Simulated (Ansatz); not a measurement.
The relaxed structure here is a generated cell of AlNi: the first start was made by placing the elements on the sites of a structure type, and the end was not matched to a known phase here, so it may be hypothetical. Known forms of AlNi include space group No. 221.

The end point of a relaxation of AlNi. Space group P6₃mc (No. 186). The numbers are results of PBE (plane waves to 420 eV, PAW, scalar-relativistic; Ansatz, a quantum-chemistry and plane-wave program), not measurements.

```xyz
8
Lattice="3.8798 0.0000 0.0000 -1.9399 3.3600 0.0000 0.0000 0.0000 9.2106" Properties=species:S:1:pos:R:3 pbc="T T T"
Ni     0.0000     0.0000     0.1782
Ni     0.0000     0.0000     4.7835
Ni     0.0000     2.2400     1.2730
Ni     1.9399     1.1200     5.8783
Al     0.0000     0.0000     2.4706
Al     0.0000     0.0000     7.0759
Al     0.0000     2.2400     4.1316
Al     1.9399     1.1200     8.7369
```

**Question.** Estimate the magnetic moment that PBE returns for this input.

**Answer.** Zero (the starting moments vanished).

No spin polarisation in the result: the starting moments vanished. A magnetic state may lie lower.

The run could not lower the symmetry of its start; a shaken copy of this end point relaxes with PBE to Pm-3m (No. 221), 0.45 eV/atom lower.
